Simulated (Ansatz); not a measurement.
Relaxed TiO (space group C2/m):

```xyz
10
Lattice="4.5629 -2.0425 0.0000 4.5629 2.0425 0.0000 -1.7015 0.0000 5.4416" Properties=species:S:1:pos:R:3 pbc="T T T"
Ti     5.4135     0.0000     1.7583
Ti     2.0108     0.0000     3.6833
Ti     4.6641     0.0000     4.5316
Ti     2.7602     0.0000     0.9100
Ti     8.2751     0.0000     2.7208
O      4.5629     0.0000     0.0000
O      7.3067     0.0000     0.9182
O      0.1176     0.0000     4.5233
O      6.4659     0.0000     3.5840
O      0.9584     0.0000     1.8576
```

The atoms are displaced by Q × the pattern below (from a DFPT mode at Γ, largest move 1; Q in Å), at fixed cell.

```
atom      x       y      z
----  -----  ------  -----
Ti1   0.000  -0.005  0.000
Ti2   0.000  -0.005  0.000
Ti3   0.000  -0.294  0.000
Ti4   0.000  -0.294  0.000
Ti5   0.000   0.039  0.000
O6    0.000   0.008  0.000
O7    0.000   1.000  0.000
O8    0.000   1.000  0.000
O9    0.000  -0.170  0.000
O10   0.000  -0.170  0.000
```

Calculation: LDA (plane waves to 420 eV, PAW, scalar-relativistic; Ansatz, a program for electronic structure). k mesh 12×12×8 (Γ-centred), Fermi-Dirac smearing 0.05 eV. With partly filled bands, energies and forces of such displacements shift with the k mesh and the smearing. TiO is run without spin polarisation and with no Hubbard U. TiO was relaxed with its symmetry unable to fall.

At one point of the scan the forces (eV/Å) are:

```
atom      Fx      Fy      Fz
----  ------  ------  ------
Ti1   -0.007  -0.007   0.004
Ti2    0.007  -0.007  -0.004
Ti3   -0.008  -0.443  -0.006
Ti4    0.008  -0.443   0.006
Ti5    0.000   0.059   0.000
O6     0.000   0.004   0.000
O7     0.000   0.503  -0.002
O8     0.000   0.503   0.002
O9     0.000  -0.085   0.000
O10    0.000  -0.085   0.000
```

Problem. Which point is it?
(A) Q = -0.100 Å
(B) Q = -0.033 Å
(C) Q = -0.067 Å
(D) Q = -0.083 Å

Solution. B, Q = -0.033 Å

(A displaced cell: forces are minus the slopes of the energy, force constants its curvatures, and phonons follow from these.)
